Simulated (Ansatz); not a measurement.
## Ga₂O₃: from a starting cell to a relaxed one

The start is a generated cell, Ga2O3 built in the corundum structure type. The cell and all atomic positions are relaxed at zero pressure with r2SCAN (plane waves to 500 eV, PAW, scalar-relativistic; Ansatz, an electronic-structure program). The first steps use a coarse 6×6×6 k-mesh.

Initial structure:
```
CELL_PARAMETERS angstrom
      2.42740     1.40146     4.41719
     -2.42740     1.40146     4.41719
      0.00000    -2.80292     4.41719
ATOMIC_POSITIONS crystal
  Ga 0.35216 0.35216 0.35216
  Ga 0.14784 0.14784 0.14784
  Ga 0.64784 0.64784 0.64784
  Ga 0.85216 0.85216 0.85216
  O  0.55610 0.94390 0.25000
  O  0.25000 0.55610 0.94390
  O  0.94390 0.25000 0.55610
  O  0.44390 0.05610 0.75000
  O  0.75000 0.44390 0.05610
  O  0.05610 0.75000 0.44390
```

```json
{
 "initial_pressure": "+18.6 GPa (positive: the cell is compressed)",
 "outcome": "The space group stays R-3c (No. 167) (the run could not lower it); the end is corundum type, with 10 atoms in the primitive cell",
 "energy_released": "39 meV/atom",
 "volume_change": "+6.9 %, from 9.02 to 9.64 Å³/atom",
 "Shortest distances (start → end)": "The closest pairs of elements (up to four, under 3.6 Å), start → end: Ga–O 1.89 → 1.93 Å; O–O 2.57 → 2.62 Å; Ga–Ga 2.71 → 2.83 Å",
 "band_gap_at_the_end": "3.58 eV, indirect (valence top at k = (0, 0.125, -0.125), conduction bottom at Γ) (no spin-orbit coupling)",
 "optimiser_moves": "7"
}
```

Final values are on a 8×8×8 k-mesh of the relaxed cell. No spin polarisation in the result.

The run could not lose the symmetry of its start.
